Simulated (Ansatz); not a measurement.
input.yaml

```yaml
crystal:
  lattice:
    - [5.7315034, 0.0, 0.0]
    - [0.0, 3.34277818, 0.0]
    - [0.0, 0.0, 6.36869092]
  atoms:
    - { symbol: As, position: [0.69622015, 0.25, 0.06990481] }
    - { symbol: As, position: [0.30377985, 0.75, 0.93009519] }
    - { symbol: As, position: [0.19622015, 0.25, 0.43009519] }
    - { symbol: As, position: [0.80377985, 0.75, 0.56990481] }
    - { symbol: Ru, position: [0.49457089, 0.25, 0.70446356], spin: -1.0 }
    - { symbol: Ru, position: [0.50542911, 0.75, 0.29553644], spin: -1.0 }
    - { symbol: Ru, position: [0.99457089, 0.25, 0.79553644], spin: -1.0 }
    - { symbol: Ru, position: [0.00542911, 0.75, 0.20446356], spin: -1.0 }
basis:
  ecutwfc: 500
kpoints:
  mp_grid: { grid: [4, 6, 4] }
hamiltonian:
  xc: r2scan
scf:
  occupations: { method: gaussian, width: 0.1 }
  lower_state_search: "off"
output:
  forces: true
  stress: true
  eigenvalues: true
  populations: true
magnetization:
  spin_polarized: true
```

Run as
```bash
ansatz run input.yaml --threads 2 --pin off --max-ram 5120MiB --backend cpu --events-out ev --progress --plain --runs-dir out
```

Computed with DFT r2SCAN, scalar-relativistic, plane waves, PAW in Ansatz.

Abridged output (iterations and final results):

```
SCF iter   1: F=-43020.406582 eV  HF=-43023.651141 eV  |F-HF|=3.24e0  |Δ(HF+E_count)|=         —  Δρ=5.75e-2 (↑2.65e-2 ↓5.75e-2) dr2=5.74e0  dr2_τ=1.18e-1  dr2_m=8.09e-1  M=-1.559 μB ∫|m|=2.094 μB  β_m=0.30  ethr=3.10e-3  ⟨swp⟩=5.6  Hψ=18706  notcnv=0  defer=20
spin=Collinear: Kerker preconditioning applied to the charge; magnetization (m = ρ↑ − ρ↓) channel mixes plain (no charge-response kernel on spin).
SCF iter   2: F=-43022.841290 eV  HF=-43023.267329 eV  |F-HF|=4.26e-1  |Δ(HF+E_count)|=   3.84e-1  Δρ=3.78e-2 (↑2.15e-2 ↓3.78e-2) dr2=1.73e0  dr2_τ=2.69e-2  dr2_m=4.97e-1  M=-1.375 μB ∫|m|=1.875 μB  β_m=0.30  ethr=3.10e-3  ⟨swp⟩=2.0  Hψ=7277  notcnv=0  defer=498  κ⁻¹=1.0e0(r=1)
SCF iter   3: F=-43023.491365 eV  HF=-43023.301122 eV  |F-HF|=1.90e-1  |Δ(HF+E_count)|=   3.38e-2  Δρ=1.93e-2 (↑1.93e-2 ↓1.89e-2) dr2=2.94e-1  dr2_τ=1.69e-2  dr2_m=2.91e-1  M=-1.286 μB ∫|m|=1.729 μB  β_m=0.30  ethr=1.40e-3  ⟨swp⟩=2.0  Hψ=7165  notcnv=0  defer=498  κ⁻¹=5.4e-3(r=2)
SCF iter   4: F=-43023.532428 eV  HF=-43023.457701 eV  |F-HF|=7.47e-2  |Δ(HF+E_count)|=   1.57e-1  Δρ=1.28e-2 (↑1.28e-2 ↓1.21e-2) dr2=2.56e-2  dr2_τ=2.89e-3  dr2_m=1.68e-1  M=-1.237 μB ∫|m|=1.632 μB  β_m=0.30  ethr=2.37e-4  ⟨swp⟩=3.0  Hψ=11253  notcnv=0  defer=507  κ⁻¹=1.3e-3(r=3)
SCF iter   5: F=-43023.547632 eV  HF=-43023.501211 eV  |F-HF|=4.64e-2  |Δ(HF+E_count)|=   4.35e-2  Δρ=9.64e-3 (↑9.40e-3 ↓9.64e-3) dr2=5.86e-3  dr2_τ=1.67e-3  dr2_m=9.90e-2  M=-1.200 μB ∫|m|=1.551 μB  β_m=0.30  ethr=2.06e-5  ⟨swp⟩=2.7  Hψ=9321  notcnv=0  defer=507  κ⁻¹=1.7e-4(r=4)
SCF iter   6: F=-43023.554052 eV  HF=-43023.528321 eV  |F-HF|=2.57e-2  |Δ(HF+E_count)|=   2.71e-2  Δρ=7.61e-3 (↑6.93e-3 ↓7.61e-3) dr2=1.35e-3  dr2_τ=9.43e-4  dr2_m=5.86e-2  M=-1.173 μB ∫|m|=1.486 μB  β_m=0.30  ethr=4.73e-6  ⟨swp⟩=2.0  Hψ=9773  notcnv=0  defer=507  κ⁻¹=2.2e-5(r=5)
SCF iter   7: F=-43023.558973 eV  HF=-43023.542114 eV  |F-HF|=1.69e-2  |Δ(HF+E_count)|=   1.38e-2  Δρ=5.65e-3 (↑5.65e-3 ↓5.53e-3) dr2=1.44e-4  dr2_τ=5.48e-4  dr2_m=3.49e-2  M=-1.152 μB ∫|m|=1.431 μB  β_m=1.15  ethr=1.09e-6  ⟨swp⟩=2.0  Hψ=9712  notcnv=0  defer=507
Mixer restart at iter 7: flushing history
spin-set hold released at iteration 7 (site moments contracting): the magnetisation degrees of freedom join the quasi-Newton model from the next iteration; the mixer history was flushed
SCF iter   8: F=-43023.563937 eV  HF=-43023.555542 eV  |F-HF|=8.39e-3  |Δ(HF+E_count)|=   1.34e-2  Δρ=6.47e-4 (↑6.47e-4 ↓5.41e-4) dr2=1.15e-4  dr2_τ=1.11e-4  dr2_m=3.37e-4  M=-1.117 μB ∫|m|=1.317 μB  β_m=1.20  ethr=1.16e-7  ⟨swp⟩=3.0  Hψ=14285  notcnv=0  defer=507  κ⁻¹=1.0e0(r=1)
SCF iter   9: F=-43023.564820 eV  HF=-43023.560221 eV  |F-HF|=4.60e-3  |Δ(HF+E_count)|=   4.68e-3  Δρ=3.90e-4 (↑3.90e-4 ↓3.38e-4) dr2=7.57e-5  dr2_τ=1.25e-5  dr2_m=1.12e-4  M=-1.113 μB ∫|m|=1.283 μB  β_m=1.20  ethr=9.25e-8  ⟨swp⟩=2.9  Hψ=10083  notcnv=0  defer=507  κ⁻¹=7.7e-3(r=2)
SCF iter  10: F=-43023.565249 eV  HF=-43023.562971 eV  |F-HF|=2.28e-3  |Δ(HF+E_count)|=   2.75e-3  Δρ=1.96e-4 (↑1.96e-4 ↓1.95e-4) dr2=4.53e-5  dr2_τ=2.82e-6  dr2_m=2.48e-5  M=-1.102 μB ∫|m|=1.258 μB  β_m=1.20  ethr=6.10e-8  ⟨swp⟩=2.5  Hψ=9631  notcnv=0  defer=507  κ⁻¹=2.8e-4(r=3)
SCF iter  11: F=-43023.565501 eV  HF=-43023.565025 eV  |F-HF|=4.76e-4  |Δ(HF+E_count)|=   2.05e-3  Δρ=1.17e-4 (↑1.17e-4 ↓9.82e-5) dr2=2.07e-5  dr2_τ=8.93e-7  dr2_m=7.15e-6  M=-1.088 μB ∫|m|=1.232 μB  β_m=1.20  ethr=3.65e-8  ⟨swp⟩=2.9  Hψ=9730  notcnv=0  defer=507  κ⁻¹=1.1e-4(r=4)
SCF iter  12: F=-43023.565566 eV  HF=-43023.565541 eV  |F-HF|=2.52e-5  |Δ(HF+E_count)|=   5.16e-4  Δρ=5.57e-5 (↑5.57e-5 ↓4.58e-5) dr2=7.42e-6  dr2_τ=4.57e-8  dr2_m=1.58e-7  M=-1.073 μB ∫|m|=1.207 μB  β_m=1.20  ethr=1.67e-8  ⟨swp⟩=3.0  Hψ=13276  notcnv=0  defer=507  κ⁻¹=3.3e-5(r=5)
SCF iter  13: F=-43023.565568 eV  HF=-43023.565553 eV  |F-HF|=1.47e-5  |Δ(HF+E_count)|=   1.24e-5  Δρ=3.42e-5 (↑2.88e-5 ↓3.42e-5) dr2=2.73e-6  dr2_τ=3.38e-8  dr2_m=2.50e-7  M=-1.073 μB ∫|m|=1.206 μB  β_m=1.20  ethr=5.98e-9  ⟨swp⟩=2.0  Hψ=9487  notcnv=0  defer=507  κ⁻¹=1.5e-5(r=6)
SCF iter  14: F=-43023.565569 eV  HF=-43023.565564 eV  |F-HF|=5.38e-6  |Δ(HF+E_count)|=   1.08e-5  Δρ=1.68e-5 (↑1.68e-5 ↓1.03e-5) dr2=5.19e-7  dr2_τ=1.59e-8  dr2_m=9.18e-8  M=-1.073 μB ∫|m|=1.207 μB  β_m=1.20  ethr=2.20e-9  ⟨swp⟩=2.0  Hψ=9508  notcnv=0  defer=507  κ⁻¹=3.6e-6(r=7)
SCF iter  15: F=-43023.565570 eV  HF=-43023.565565 eV  |F-HF|=4.77e-6  |Δ(HF+E_count)|=   8.32e-7  Δρ=9.82e-6 (↑9.82e-6 ↓8.69e-6) dr2=1.57e-7  dr2_τ=3.97e-9  dr2_m=2.95e-8  M=-1.073 μB ∫|m|=1.207 μB  β_m=1.20  ethr=4.19e-10  ⟨swp⟩=2.0  Hψ=8956  notcnv=0  defer=507  κ⁻¹=1.4e-6(r=8)
SCF iter  16: F=-43023.565570 eV  HF=-43023.565569 eV  |F-HF|=1.45e-6  |Δ(HF+E_count)|=   3.69e-6  Δρ=5.91e-6 (↑5.85e-6 ↓5.91e-6) dr2=4.23e-8  dr2_τ=1.67e-9  dr2_m=1.47e-8  M=-1.074 μB ∫|m|=1.208 μB  β_m=1.20  ethr=8.06e-11  ⟨swp⟩=10.3  Hψ=25482  notcnv=0  κ⁻¹=3.8e-5(r=8)
SCF iter  17: F=-43023.565570 eV  HF=-43023.565570 eV  |F-HF|=1.63e-7  |Δ(HF+E_count)|=   1.45e-6  Δρ=3.03e-6 (↑2.96e-6 ↓3.03e-6) dr2=1.44e-8  dr2_τ=4.01e-10  dr2_m=2.67e-9  M=-1.074 μB ∫|m|=1.209 μB  β_m=1.20  ethr=3.41e-11  ⟨swp⟩=4.9  Hψ=21658  notcnv=0  κ⁻¹=9.6e-5(r=8)
SCF iter  18: F=-43023.565570 eV  HF=-43023.565570 eV  |F-HF|=6.42e-9  |Δ(HF+E_count)|=   1.81e-7  Δρ=1.12e-6 (↑1.09e-6 ↓1.12e-6) dr2=2.23e-9  dr2_τ=4.08e-11  dr2_m=1.38e-10  M=-1.075 μB ∫|m|=1.209 μB  ethr=1.16e-11  ⟨swp⟩=2.0  Hψ=17013  notcnv=0
SCF 1 converged in 18 iterations: F = -43023.565570 eV  dr2 = 2.23e-9
this state was not tested for a lower state beside it, because the mixer in use, unlike msr1, does not test its closes by its own steps (another_mixer; see scf.mixing.algorithm and scf.lower_state_search)
SCF converged after 18 iterations
Magnetization: -1.0745 μB (61.4627 up, 62.5373 down)
Absolute magnetization: 1.2107 μB (∫|ρ↑−ρ↓|, with the PAW one-centre terms)
Spin contamination: 0.0240 ħ² per cell (⟨S²⟩ above its minimum at these occupations)
Per-site moments (μB) at R_I (Å): [(0.00232360, 1.00850865), (0.00232360, 1.00850865), (0.00232360, 1.00850865), (0.00232360, 1.00850865), (-0.24850715, 1.00850865), (-0.24850715, 1.00850865), (-0.24850715, 1.00850865), (-0.24850715, 1.00850865)]
Free energy (F): -43023.565570 eV
Harris-Foulkes:  -43023.565570 eV  (|F-HF|=6.42e-9)
Internal energy: -43023.554776 eV  (E = F + TS)
E sigma→0 (E₀):  -43023.560173 eV
Entropy (-TS):   -0.010795 eV (-1.349 meV/atom)
Fermi energy:    18.282014 eV
--- Per-component energies (eV) ---
  E_band       = -1114.774399
  E_kinetic    = 2486.434801
  E_local      = -11116.153696  (includes V_loc(G=0)·N_el)
  E_nonlocal   = -1291.070502
  E_hartree    = 5088.292537
  E_xc         = -1036.760160
  E_vxc        = -1409.764086  (∫ρ·V_xc dr)
  E_paw        = -21319.680750  (= ΣΔE_a)
  E_vpaw       = -53.908560  (= ΣTr[D̂ρ^β])
  E_aug_tail   = 0.000329  (compensation charges beyond the density's cutoff)
  E_vtau       = 93.102644  (kinetic-family band-sum trace: ∫τ·v_τ [+ j·A + Jᵃ·Aᵃ] dr)
  E_ewald      = -15827.543882
  E_core_change = -7.073453  (= ΣΔE_core)
  E_smearing   = -0.010795  (= −TS)
--- Forces (eV/Å), atoms counted from 1 ---
  atom   1  As     0.01411223     0.00000000    -0.00608936
  atom   2  As    -0.01411223     0.00000000     0.00608936
  atom   3  As     0.01411223     0.00000000     0.00608936
  atom   4  As    -0.01411223     0.00000000    -0.00608936
  atom   5  Ru     0.01191111     0.00000000     0.03544765
  atom   6  Ru    -0.01191111     0.00000000    -0.03544765
  atom   7  Ru     0.01191111     0.00000000    -0.03544765
  atom   8  Ru    -0.01191111     0.00000000     0.03544765
--- Stress (GPa, compression-positive) ---
       -0.676689       0.000000       0.000000
        0.000000      -0.303417       0.000000
        0.000000       0.000000      -0.616250
  P = ⅓ Tr σ = -0.5321 GPa (-5.321 kbar)
--- Band table (eV; the first three rows and the last of 72) ---
  k-point 0 ↑: bands = ["-56.2553", "-56.2441", "-56.2315", "-56.2208", "-25.7737", "-25.7530", "-25.6036", "-25.5783", "-25.5015", "-25.4904", "-25.4867", "-25.4735", "-25.4212", "-25.3948", "-25.3886", "-25.3584", "-18.8232", "-18.8216", "-18.8134", "-18.8113", "-18.8077", "-18.8064", "-18.7943", "-18.7938", "-18.7623", "-18.7535", "-18.7533", "-18.7514", "-18.7508", "-18.7497", "-18.7492", "-18.7478", "-18.7444", "-18.7411", "-18.7358", "-18.7344", "3.4328", "5.3663", "6.1774", "6.8133", "10.9360", "11.0899", "13.0155", "13.1989", "13.6581", "13.6908", "13.8286", "13.9369", "14.4801", "14.9201", "15.5550", "15.8283", "15.9899", "16.1056", "16.3722", "16.4717", "16.7878", "17.1339", "17.25 ...
  k-point 1 ↑: bands = ["-56.2541", "-56.2466", "-56.2291", "-56.2220", "-25.7708", "-25.7561", "-25.5981", "-25.5797", "-25.4996", "-25.4924", "-25.4867", "-25.4774", "-25.4190", "-25.4035", "-25.3793", "-25.3612", "-18.8229", "-18.8218", "-18.8131", "-18.8116", "-18.8074", "-18.8065", "-18.7943", "-18.7939", "-18.7613", "-18.7553", "-18.7529", "-18.7514", "-18.7508", "-18.7503", "-18.7486", "-18.7478", "-18.7441", "-18.7418", "-18.7354", "-18.7344", "3.6410", "4.9400", "6.3523", "6.7488", "10.7647", "12.1034", "12.3589", "13.1776", "13.5179", "13.7834", "13.9901", "14.1450", "14.5717", "14.8781", "15.1472", "15.7229", "15.7994", "16.0694", "16.3428", "16.4248", "16.7824", "16.8480", "16.85 ...
  k-point 2 ↑: bands = ["-56.2508", "-56.2508", "-56.2251", "-56.2251", "-25.7635", "-25.7635", "-25.5868", "-25.5868", "-25.4957", "-25.4957", "-25.4843", "-25.4843", "-25.4128", "-25.4128", "-25.3687", "-25.3687", "-18.8223", "-18.8223", "-18.8123", "-18.8123", "-18.8069", "-18.8069", "-18.7941", "-18.7941", "-18.7585", "-18.7585", "-18.7521", "-18.7521", "-18.7507", "-18.7507", "-18.7480", "-18.7480", "-18.7431", "-18.7431", "-18.7348", "-18.7348", "4.2095", "4.2095", "6.5804", "6.5804", "11.3366", "11.3366", "13.2286", "13.2286", "13.7093", "13.7093", "13.9943", "13.9943", "14.5224", "14.5224", "15.3451", "15.3451", "15.6953", "15.6953", "16.2709", "16.2709", "16.7575", "16.7575", "17.13 ...
  k-point 35 ↓: bands = ["-56.4932", "-56.4932", "-56.4932", "-56.4932", "-25.9152", "-25.9152", "-25.9152", "-25.9152", "-25.8347", "-25.8347", "-25.8347", "-25.8347", "-25.7025", "-25.7025", "-25.7025", "-25.7025", "-18.8172", "-18.8172", "-18.8172", "-18.8172", "-18.7981", "-18.7981", "-18.7981", "-18.7981", "-18.7541", "-18.7541", "-18.7541", "-18.7541", "-18.7498", "-18.7498", "-18.7498", "-18.7498", "-18.7319", "-18.7319", "-18.7319", "-18.7319", "6.2796", "6.2796", "6.2796", "6.2796", "11.4194", "11.4194", "11.4194", "11.4194", "13.6647", "13.6647", "13.6647", "13.6647", "14.2024", "14.2024", "14.2024", "14.2024", "15.9578", "15.9578", "15.9578", "15.9578", "17.2328", "17.2328", "17.2 ...
--- Löwdin populations: 8 sites ---
  site symbol q [e]    m [muB]
     0     As     14.9212     0.0029
     1     As     14.9212     0.0029
     2     As     14.9212     0.0029
     3     As     14.9212     0.0029
     4     Ru     15.9436    -0.2749
     5     Ru     15.9436    -0.2749
     6     Ru     15.9436    -0.2749
     7     Ru     15.9436    -0.2749
  spilling = 0.004361 (of n_electrons = 124.000000)
```

Self-consistency was reached.

The run took 83 s on 2 threads of Oxide Virtual Turin-like Processor (Zen 5), on a shared host, peak memory 1.1 GiB.

The state reached may not be the lowest one. The k mesh is coarse.